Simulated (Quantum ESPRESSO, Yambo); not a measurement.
**Levels of theory for the gap of Rb₂NaAlF₆**

Rb2NaAlF6 (space group Fm-3m, No. 225): one geometry, one set of LDA (pw.x of Quantum ESPRESSO, ONCV potentials, without SOC) orbitals, self-energies from Yambo (2×2×2 Γ-centred k mesh, bands 2 to 286 and a 8 Ry block in the screening, 286 bands in G with the Bruneval-Gonze terminator, plasmon pole fitted at 27.2 eV).

The geometry is that of Materials Project entry mp-1079583, symmetrised and not relaxed again.

```json
[
 {"level": "LDA (Quantum ESPRESSO)", "gap Γ → Γ (eV)": "6.45", "rough Yambo cost": "–"},
 {"level": "exchange only (Hartree-Fock self-energy on LDA orbitals)", "gap Γ → Γ (eV)": "19.31", "rough Yambo cost": "about 1/10 (6 states)"},
 {"level": "static COHSEX@LDA", "gap Γ → Γ (eV)": "12.17", "rough Yambo cost": "within a factor of two (2 states)"},
 {"level": "G0W0@LDA, plasmon pole", "gap Γ → Γ (eV)": "10.82", "rough Yambo cost": "1 (6 states)"},
 {"level": "G0W0@LDA, multipole fit to 8 frequencies, no terminator", "gap Γ → Γ (eV)": "10.46", "rough Yambo cost": "within a factor of two (2 states)"},
 {"level": "G0W0@LDA, plasmon pole, no terminator", "gap Γ → Γ (eV)": "10.71", "rough Yambo cost": "about 1/7 (2 states, screening reused)"}
]
```

Bare exchange has no screening and gives the widest gap; static COHSEX screens it but leaves out the frequency dependence, which G0W0 restores.

Costs are rough ratios of core time on shared machines.

Nearest settings tried, and what they do to the gap: 184 bands in G: +10 meV; 134 bands in W: +117 meV; 1 Ry block (27 vectors against 411): +1550 meV. Not varied: mesh. So the settings aren't converged at that level. The k mesh is coarse.

The structure is a Materials Project entry; no match was found in the copy of COD used, and its stability was not checked.
